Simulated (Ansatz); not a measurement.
TiP in space group P6_3/mmc (No. 194; Ti on 4f, P on 2a, P on 2d), the program Ansatz at the PBE level (PAW), all energies at zero smearing, with the estimated change up to a 700 eV cutoff added, with one set of potentials and settings (totals compare only within such a set). Cell of 8 atoms (4 Ti, 4 P): -13031.105 eV.

| element | reference phase | E (eV/atom) |
|---|---|---|
| Ti | P6/mmm, 3 atoms in the cell | -2499.6739 |
| P | Cmce, 4 atoms in the cell | -755.6743 |

Formation energy per atom, worked out: (-13031.105 − 4×(-2499.6739) − 4×(-755.6743))/8 = -1.214 eV/atom (-117 kJ per mol of atoms), at 0 K, without zero-point energy or fitted corrections.

The workflow started from an entry of the Crystallography Open Database (COD). Its standing as an ambient phase is unchecked. Symmetry was held in the PBE relaxation; whether a distortion lowers the energy is not shown. The run is not spin-polarised. The references are the lowest solids computed at this level, not always the standard phases.

Potentials: the later of the program's two PAW sets.
